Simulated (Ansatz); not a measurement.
Mo3Pt:
```xyz
8
Lattice="4.9849 0.0000 0.0000 0.0000 4.9849 0.0000 0.0000 0.0000 4.9849" Properties=species:S:1:pos:R:3 pbc="T T T"
Mo     1.2462     0.0000     2.4924
Mo     2.4924     3.7387     0.0000
Mo     3.7387     0.0000     2.4924
Mo     2.4924     1.2462     0.0000
Mo     0.0000     2.4924     3.7387
Mo     0.0000     2.4924     1.2462
Pt     0.0000     0.0000     0.0000
Pt     2.4924     2.4924     2.4924
```

Relaxed with r²SCAN. Special points in fractions of this cell's reciprocal vectors: Γ (0.000, 0.000, 0.000); X (0.000, 0.500, 0.000); M (0.500, 0.500, 0.000); R (0.500, 0.500, 0.500).

Task: List the band energies nearest the Fermi level at these points for r²SCAN in the plane-wave PAW code Ansatz.

Result: In eV from the Fermi level; about four levels below and three above (degenerate sets whole), none deeper than 8.9 eV; points with the same levels are listed once.

```csv
k,below,above
Γ,-0.23 -0.23 -0.01 -0.01 -0.01,1.38 1.38 1.38
X,-0.59 -0.59 -0.18 -0.18,1.41 1.41 1.67 1.67
M,-1.15 -1.15 -1.01 -1.01 -0.16,0.03 0.20 0.20
R,-1.67 -1.67 -1.67 -1.67 -1.67 -1.67,0.14 0.14 0.14 0.14 0.14 0.14
```

Space group Pm-3n (A15 (Cr3Si type)). The workflow started from an entry of the Crystallography Open Database (COD). Whether it is the stable phase at ambient conditions was not checked. The cell was relaxed with r²SCAN under the symmetry of its start; its stability against distortions is not shown here. No spin polarisation was allowed. Scalar-relativistic: spin–orbit coupling is off unless named, which matters more the heavier the elements.

Potentials: the later of the program's two PAW sets.
